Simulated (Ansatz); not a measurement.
VIr₃ (Cu3Au type, Pm-3m), r²SCAN (plane waves, PAW; program Ansatz), all energies at zero smearing, with the estimated change up to a 700 eV cutoff added, with one set of potentials and settings (totals compare only within such a set). Cell of 4 atoms (1 V, 3 Ir): -38765.381 eV.

| element | reference phase | E (eV/atom) |
|---|---|---|
| V | Im-3m, 1 atoms in the cell | -2917.0669 |
| Ir | Fm-3m, 1 atoms in the cell | -11948.7272 |

Formation energy per atom, worked out: (-38765.381 − 1×(-2917.0669) − 3×(-11948.7272))/4 = -0.533 eV/atom (-51 kJ per mol of atoms), at 0 K, without zero-point energy or fitted corrections.

The workflow started from an entry of the Crystallography Open Database (COD). Its standing as an ambient phase is unchecked. Symmetry was held in the r²SCAN relaxation; whether a distortion lowers the energy is not shown. The workflow began spin-polarised and lost its moments. The references are the lowest solids computed at this level, not always the standard phases. Scalar-relativistic: spin–orbit coupling is off unless named, which matters more the heavier the elements.

Potentials: the later of the program's two PAW sets.
